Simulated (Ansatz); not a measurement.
# Property card for ZnS

ZnS:
```cif
data_S15Zn15
_chemical_formula_sum 'Zn15 S15'
_space_group_name_H-M_alt 'R3m :H'
_space_group_IT_number 160
_space_group_name_Hall 'R 3 -2"'
_cell_length_a 3.83475
_cell_length_b 3.83475
_cell_length_c 47.06486
_cell_angle_alpha 90.000
_cell_angle_beta 90.000
_cell_angle_gamma 120.000
loop_
_atom_site_label
_atom_site_type_symbol
_atom_site_symmetry_multiplicity
_atom_site_Wyckoff_symbol
_atom_site_fract_x
_atom_site_fract_y
_atom_site_fract_z
_atom_site_occupancy
Zn1 Zn 3 a 0.00000 0.00000 0.00006 1
Zn2 Zn 3 a 0.00000 0.00000 0.73333 1
Zn3 Zn 3 a 0.00000 0.00000 0.46663 1
Zn4 Zn 3 a 0.00000 0.00000 0.86667 1
Zn5 Zn 3 a 0.00000 0.00000 0.60002 1
S1 S 3 a 0.00000 0.00000 0.05005 1
S2 S 3 a 0.00000 0.00000 0.78326 1
S3 S 3 a 0.00000 0.00000 0.51664 1
S4 S 3 a 0.00000 0.00000 0.91666 1
S5 S 3 a 0.00000 0.00000 0.65002 1
```
(The calculation used a cell of 10 atoms; values per cell refer to that cell.)

Space group R3m (No. 160); conventional cell a = b = 3.835 Å, c = 47.065 Å, α = β = 90.00°, γ = 120.00°.

Method: the program Ansatz at the HSE06 level (PAW). The cell and atoms are relaxed at this level. Other levels are named where they apply.

Cell and energy:

- Volume per atom = 19.98 Å³
- Density = 4.05 g/cm³

Electronic structure:

* **Band gap**: 3.33 eV (direct)
* **Valence-band maximum**: at Γ
* **Conduction-band minimum**: at Γ

Mechanics:

- Bulk modulus (Birch–Murnaghan fit): 74.7 GPa
- Pressure derivative B′: 4.3

Charges:

- Bader charges = Zn +0.98, S -0.98 e

The workflow started from an entry of the Crystallography Open Database (COD), which files this formula under 4 space groups. It is not the phase usual at ambient conditions (space group No. 186, 216). Symmetry was held in the HSE06 relaxation; its stability against distortions is not shown here. The hybrid was solved on a coarse mesh, the path and, where they were found, the r²SCAN edge points; its band edges are the extreme levels among these.

Potentials: the later of the program's two PAW sets.
